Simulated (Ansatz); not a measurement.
## YSb (Fm-3m), clamped-ion strain scan

Computed with Ansatz 0.2.0, DFT PBEsol, scalar-relativistic, plane waves, PAW. Cutoff 420 eV, Γ-centred 14×14×14 k-points, Gaussian smearing of 0.15 eV. No spin polarisation. Energies are free energies at this smearing, counted from the undisturbed cell; pressure is positive in compression.

Reference structure (as given, not relaxed at this level; it stands at -2.2 GPa, and it needn't be the usual structure):

```xyz
2
Lattice="0.0000 3.0950 3.0950 3.0950 0.0000 3.0950 3.0950 3.0950 0.0000" Properties=species:S:1:pos:R:3 pbc="T T T"
Y     3.0950    3.0950    3.0950
Sb    0.0000    0.0000    0.0000
```

The cell is strained by ε times the Voigt pattern (1, -1, 0, 0, 0, 0) (xx, yy, zz, yz, xz, xy; engineering shear) with fractional coordinates fixed. The cell is metallic on the mesh throughout.

```tsv
ε	ΔE (meV/atom)
-0.0600	84.8
-0.0300	20.4
0.0000	0.0
0.0075	1.3
0.0150	5.0
0.0225	11.4
0.0375	32.1
0.0450	46.7
0.0525	64.2
```

Problem. Predict the stress summed along the pattern (GPa, tension positive) at each point.

Solution.
```csv
ε,"stress summed along the pattern (GPa, tension positive)"
-0.0600,-15.97
-0.0300,-7.54
0.0000,0.00
0.0075,1.85
0.0150,3.71
0.0225,5.60
0.0375,9.52
0.0450,11.58
0.0525,13.73
```